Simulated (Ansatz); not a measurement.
FeNi: how the free axis answers a strain

FeNi, P4/mmm, a = 2.468 Å, c = 3.533 Å. The structure is a Materials Project entry; whether it is the stable form wasn't checked. Ansatz: PBEsol, PAW, 420 eV, Γ-centred 16×16×12 mesh on 2 atoms, Gaussian smearing 0.10 eV; collinear spin, largest moment 2.5 μB. Series: biaxial strain in the a-b plane, c and atoms relaxed; x is the strain in per cent. y is the change of c in per cent of 3.533 Å.

```tsv
x (%)	y (%)
-3.0	2.83
-2.0	1.88
-1.0	0.93
0.0	0.00
1.0	-0.94
2.0	?
3.0	-2.96
```

Q: Fit y = c1 x + c2 x² to the other rows, say what c1 measures, and predict the missing y.

A: Least squares on the rows shown. y = −0.9608 x − 0.007481 x². With no stress along c, c1 = −2C13/C33 = -0.961. At x = 2.0 the fit asked for gives -1.95 %. The run gave -1.91 %, so the fit is 0.04 % too low, 0.69 % of the span of the series, against an rms of 0.02 % on the fitted rows. With a term in x³ added, a fit to the same known rows predicts -1.93 %, which recovers part of the miss; the known rows don't hold the rest.

Only parallel moments were tried here.